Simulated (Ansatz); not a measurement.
Al2Au (fluorite or antifluorite type, Fm-3m), a = b = c = 6.002 Å, α = β = γ = 90.00°; the cell used has 3 atoms.

Relaxed with PBEsol.

### Question
Which orbitals make up the states near the Fermi level in plane-wave PAW PBEsol (Ansatz code)?

### Answer
Within 0.5 eV of the Fermi level: Al 3p 73 %, Al 3s 9 %, Au 5d 6 %, outside the projected shells 10 %. Projections are on Löwdin-orthogonalised atomic valence shells; empty p or d shells of many metals are not among them.

### Question
Tabulate the density of states.

### Answer
States/eV per cell of 3 atoms, in 0.25 eV bins, energy from the Fermi level.

```csv
E (eV),total,Au 5d,Al 3p,Al 3s
-7.85,0.83,0.20,0.26,0.22
-7.60,0.80,0.26,0.22,0.21
-7.35,1.08,0.60,0.16,0.25
-7.10,3.32,2.27,0.33,0.66
-6.85,4.26,2.82,0.61,0.79
-6.60,1.59,1.13,0.28,0.15
-6.35,9.76,8.03,1.44,0.21
-6.10,3.49,3.10,0.32,0.02
-5.85,4.98,4.40,0.37,0.05
-5.60,10.10,9.16,0.50,0.07
-5.35,2.62,2.25,0.17,0.04
-5.10,0.45,0.24,0.10,0.06
-4.85,0.80,0.33,0.23,0.17
-4.60,1.19,0.39,0.40,0.29
-4.35,1.09,0.30,0.40,0.27
-4.10,0.84,0.19,0.34,0.20
-3.85,0.62,0.11,0.27,0.14
-3.60,0.73,0.13,0.33,0.17
-3.35,0.82,0.15,0.38,0.19
-3.10,0.84,0.15,0.41,0.20
-2.85,0.85,0.14,0.43,0.19
-2.60,0.83,0.12,0.45,0.18
-2.35,0.81,0.11,0.46,0.17
-2.10,1.14,0.14,0.76,0.16
-1.85,1.30,0.15,0.90,0.16
-1.60,1.24,0.13,0.87,0.15
-1.35,1.21,0.12,0.85,0.14
-1.10,1.16,0.11,0.82,0.13
-0.85,1.10,0.09,0.79,0.12
-0.60,1.06,0.08,0.76,0.11
-0.35,1.00,0.07,0.73,0.10
-0.10,0.94,0.06,0.69,0.08
0.15,0.90,0.05,0.66,0.07
0.40,0.72,0.04,0.51,0.06
0.65,0.53,0.03,0.35,0.05
0.90,0.42,0.02,0.26,0.04
1.15,0.35,0.02,0.21,0.04
1.40,0.44,0.04,0.17,0.15
1.65,0.66,0.08,0.18,0.31
1.90,0.93,0.10,0.27,0.43
2.15,1.19,0.11,0.38,0.49
2.40,1.41,0.11,0.50,0.52
2.65,1.87,0.12,0.71,0.67
2.90,1.96,0.10,0.77,0.72
3.15,1.22,0.06,0.50,0.37
3.40,0.66,0.03,0.27,0.13
3.65,0.71,0.03,0.27,0.13
3.90,2.20,0.12,1.08,0.51
4.15,2.34,0.14,1.38,0.36
4.40,1.59,0.09,0.97,0.23
4.65,1.59,0.07,0.96,0.20
```

The PBEsol relaxation kept the symmetry of its start; of distortions, only those at the zone centre were tested. Scalar-relativistic: spin–orbit coupling is off unless named, which matters more the heavier the elements.

Potentials: the earlier of the program's two PAW sets.
